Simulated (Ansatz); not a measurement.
The cell below belongs to a search over invented structures; it isn't taken from experiment.

Input and command of a plane-wave DFT calculation in Ansatz:

```yaml
crystal:
  lattice:
    - [3.48631534, 2.0128251, 4.56963027]
    - [-3.48631534, 2.0128251, 4.56963027]
    - [0.0, -4.0256502, 4.56963027]
  atoms:
    - { symbol: Ti, position: [0.0, 0.0, 0.0] }
    - { symbol: Nb, position: [0.716998, 0.716998, 0.716998] }
    - { symbol: Nb, position: [0.283002, 0.283002, 0.283002] }
    - { symbol: Te, position: [0.0, 0.0, 0.5] }
    - { symbol: Te, position: [0.5, 0.0, 0.0] }
    - { symbol: Te, position: [0.0, 0.5, 0.0] }
    - { symbol: Te, position: [0.5, 0.5, 0.5] }
basis:
  ecutwfc: 420
kpoints:
  mp_grid: { grid: [3, 3, 3] }
hamiltonian:
  xc: pbe
scf:
  occupations: { method: gaussian, width: 0.2 }
  lower_state_search: "off"
output:
  forces: true
  stress: true
  eigenvalues: true
relax:
  adjacent_minimum: "off"
  f_tol: 0.08
  max_steps: 16
  cell: { stress_tol: 0.8 }
```

```bash
ansatz run input.yaml --threads 1 --pin off --max-ram 2560MiB --backend cpu --events-out ev --progress --plain --runs-dir out
```

Processor: Intel(R) Xeon(R) Processor @ 2.50GHz (Skylake/Cascade Lake), 1 thread, on a host shared with other jobs.

Problem. How long does it run, and how much memory does it take?

Solution. About 2.7 min, peak memory 0.56 GiB. It solves 62 bands at 6 k points (after reduction by symmetry) with about 4505 plane waves (on the last cell), in 84 SCF iterations over 13 ionic steps.
